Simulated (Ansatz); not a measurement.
TlPd$_{3}$:
```
TlPd3
1.0
   -2.08729     2.08729     3.79234
    2.08729    -2.08729     3.79234
    2.08729     2.08729    -3.79234
Tl Pd
1 3
Cartesian
  0.00000   0.00000   0.00000
  0.00000   2.08729   1.89617
  2.08729   0.00000   1.89617
  0.00000   0.00000   3.79234
```

Relaxed with r²SCAN.

### Question
Give the Bader charges and basin volumes of the independent atoms, r²SCAN (plane waves, PAW; program Ansatz).

### Answer


```tsv
atom	Bader charge (e)	Bader volume (Å³)
Tl1	+0.44	17.4
Pd2	-0.15	16.2
Pd4	-0.15	16.3
```

Space group I4/mmm. The workflow started from an entry of the Crystallography Open Database (COD). Whether it is the stable phase at ambient conditions was not checked. Symmetry was held in the r²SCAN relaxation; whether a distortion lowers the energy is not shown. No spin polarisation was allowed. Scalar-relativistic: spin–orbit coupling is off unless named, which matters more the heavier the elements.

Potentials: the later of the program's two PAW sets.
